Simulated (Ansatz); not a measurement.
**How much do the gradients of VBiO4 depend on the method?**

Cell: an entry of the Crystallography Open Database (COD) (listed for 566 K) whose atoms were relaxed with PBE, the cell held.

Space group I4_1/a:1 (No. 88); a = 5.1470, c = 11.7216 Å.

```
site  Wyckoff  site symmetry       x       y       z
   V       4a           -4..  0.0000  0.5000  0.2500
  Bi       4b           -4..  0.5000  0.0000  0.2500
   O      16f              1  0.6394  0.2491  0.8286
```

One atom of each set is listed; the run and its k-mesh use a cell of 12 atoms with edges of 6.90, 6.90, 6.90 Å.

First run. The numbers come from a DFT calculation in Ansatz (PBE, plane waves and PAW, scalar-relativistic, 420 eV cutoff, Γ-centred 6×6×6 k-points, Fermi–Dirac smearing 0.02 eV).

```
site  V_zz (10²¹ V/m²)     η
   V              4.35  0.00
  Bi              0.83  0.00
   O             -3.94  0.34
```

Second run. The same atoms and settings, except that the functional is r2SCAN and the cutoff is 500 eV.

(1) What does the second run give?

## Answers

(1) 

```
site   V_zz     η  change of V_zz
   V   4.24  0.00           -0.11
  Bi   1.12  0.00           +0.29
   O  -4.10  0.45           -0.16
```

The largest change of V_zz is on Bi, from 0.83 to 1.12. In per cent, |V_zz| changes by -3 on V, +35 on Bi, +4 on O (all sites that start above 0.5).

Spin–orbit coupling is left out, which shifts gradients on Bi by a few per cent, and by more where contributions nearly cancel.
For the second run: The largest force is 0.3 eV/Å, so the atoms aren't at the calculated equilibrium and relaxing them would move these values.
